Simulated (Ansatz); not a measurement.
GaSb:
```yaml
crystal:
  lattice:
    - [4.03709, 0.00000, 0.00000]
    - [0.00000, 4.03709, 0.00000]
    - [0.00000, 0.00000, 7.55367]
  atoms:
    - { symbol: Ga, position: [0.00000, 0.50000, 0.00000] }
    - { symbol: Ga, position: [0.50000, 0.00000, 0.50000] }
    - { symbol: Sb, position: [0.00000, 0.00000, 0.25000] }
    - { symbol: Sb, position: [0.00000, 0.00000, 0.75000] }
```

Relaxed with PBE. Special points in fractions of this cell's reciprocal vectors: Γ (0.000, 0.000, 0.000); X (0.000, 0.500, 0.000); M (0.500, 0.500, 0.000); Z (0.000, 0.000, 0.500); R (0.000, 0.500, 0.500); A (0.500, 0.500, 0.500).

Question: List the band energies nearest the Fermi level at these points for plane-wave PAW PBE (Ansatz code).

Answer: In eV from the Fermi level; about four levels below and three above (degenerate sets whole), none deeper than 8.9 eV; points with the same levels are listed once.

| k | below | above |
|---|---|---|
| Γ | -1.61 -1.41 -1.41 -1.09 | 0.72 0.72 1.53 |
| X | -5.83 -3.47 -1.93 -0.76 | 0.15 0.53 1.20 |
| M | -4.20 -2.91 -2.91 -0.71 | 0.13 0.13 0.83 |
| Z | -1.03 -1.03 -0.27 -0.27 | 1.11 1.11 3.31 3.31 |
| R | -4.15 -4.05 -3.02 -0.60 | 0.34 0.58 0.79 |
| A | -1.96 -1.96 -0.15 -0.15 | 1.39 1.39 3.31 3.31 |

Space group P4_2/mmc. The cell is a constructed one: a structure type filled with these elements; neither database checked (COD, Materials Project) lists it. It is not the phase usual at ambient conditions (space group No. 216). Symmetry was held in the PBE relaxation; whether a distortion lowers the energy is not shown. Spin–orbit coupling is left out wherever it is not named.

Potentials: the later of the program's two PAW sets.
